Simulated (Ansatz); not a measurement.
A field-response calculation (clamped ions) of In₃GaP₄, ordered on the zincblende lattice (P-43m) with 8 atoms a cell with the PAW code Ansatz, at the level r2SCAN. Cell and atoms come from a relaxation with r2SCAN.

```yaml
crystal:
  lattice:
    - [5.7923851478, 0.0, 0.0]
    - [0.0, 5.7923851478, 0.0]
    - [0.0, 0.0, 5.7923851478]
  atoms:
    - { symbol: Ga, position: [0.0, 0.0, 0.0] }
    - { symbol: P, position: [0.2388565428, 0.2388565428, 0.2388565428] }
    - { symbol: In, position: [0.5, 0.5, 0.0] }
    - { symbol: P, position: [0.7611434572, 0.7611434572, 0.2388565428] }
    - { symbol: In, position: [0.5, 0.0, 0.5] }
    - { symbol: P, position: [0.7611434572, 0.2388565428, 0.7611434572] }
    - { symbol: In, position: [0.0, 0.5, 0.5] }
    - { symbol: P, position: [0.2388565428, 0.7611434572, 0.7611434572] }
kpoints:
  mp_grid: { grid: [4, 4, 4] }
hamiltonian:
  xc: r2scan
scf:
  occupations: { method: fixed }
dielectric: {}
```

The output follows, shortened, with numbered blanks.
```
Pseudopotential: Ga, paw, valence charge 13, recommended cutoff 500 eV (meta_gga)
Pseudopotential: P, paw, valence charge 5, recommended cutoff 500 eV (meta_gga)
Pseudopotential: In, paw, valence charge 13, recommended cutoff 500 eV (meta_gga)
Functional definition: r2SCAN
Crystal: 8 atoms, lattice volume = 194.345 Å³
[1]
Bands: 44, of which v1, the nominal top of the filled ones, is band 36 counted from 1 (35 counted from 0)
Symmetry: 24 space group operations
k-points: 21 of 64 (irreducible under 4 space group operations, time reversal used)
SCF 1 converged in 9 iterations: F = -23665.543807 eV  dr2 = 5.43e-11
SCF 1 converged in 5 iterations: F = -23665.223384 eV  dr2 = 8.47e-8
SCF converged after 9 iterations
Free energy (F): -23665.543807 eV
Fermi energy:    6.643923 eV
--- Dielectric response (ions clamped): 3 representative field directions + reference, inside a basis on a mesh of 216 k-points ---
  ε∞ (high-frequency dielectric tensor):
[2]
  Born effective charges Z* (e; rows j = field, columns β = displacement):
    site 0:
[3]
    site 1:
[4]
    site 2:
[5]
    site 3:
[6]
    site 4:
[7]
    site 5:
[8]
    site 6:
[9]
    site 7:
[10]
  ε∞ is read to err by 6.4e-2, Z* by 2.9e-2 e
```

Question: Fill in the blanks. They hold ε∞ (with the ionic part, where printed), the Born charges, cutoff and plane waves at Γ.

Answer:
```
[1]
Basis set: ecut = 500 eV, 4945 PW (Γ)
[2]
        9.734373     0.000000     0.000000
        0.000000     9.734373     0.000000
        0.000000     0.000000     9.734373
[3]
         2.39407    0.00000    0.00000
         0.00000    2.39407    0.00000
         0.00000    0.00000    2.39407
[4]
        -2.49582   -0.09929   -0.09929
        -0.09929   -2.49582   -0.09929
        -0.09929   -0.09929   -2.49582
[5]
         2.64725    0.00000    0.00000
         0.00000    2.64725    0.00000
         0.00000    0.00000    2.29472
[6]
        -2.49582   -0.09929    0.09929
        -0.09929   -2.49582    0.09929
         0.09929    0.09929   -2.49582
[7]
         2.64725    0.00000    0.00000
         0.00000    2.29472    0.00000
         0.00000    0.00000    2.64725
[8]
        -2.49582    0.09929   -0.09929
         0.09929   -2.49582    0.09929
        -0.09929    0.09929   -2.49582
[9]
         2.29472    0.00000    0.00000
         0.00000    2.64725    0.00000
         0.00000    0.00000    2.64725
[10]
        -2.49582    0.09929    0.09929
         0.09929   -2.49582   -0.09929
         0.09929   -0.09929   -2.49582
```

The clamped-ion dielectric constant comes out as 9.73 in all directions. Born charges, averaged over directions: Ga +2.39, P -2.50, In +2.53 e.

Command: `ansatz run input.yaml --threads 4 --pin off --max-ram 6451MiB --backend cpu --events-out ev --progress --plain --runs-dir out`.

Question: It ran on 4 threads of AMD EPYC 9B45 (Zen 5), with other jobs on the host, load about 0.3 per core. About how long did it take, and how much host memory at the peak?

Answer: About 43 s, with a peak of 2.4 GiB.

No spin polarisation. The prototype was imposed, so other structures may be more stable.
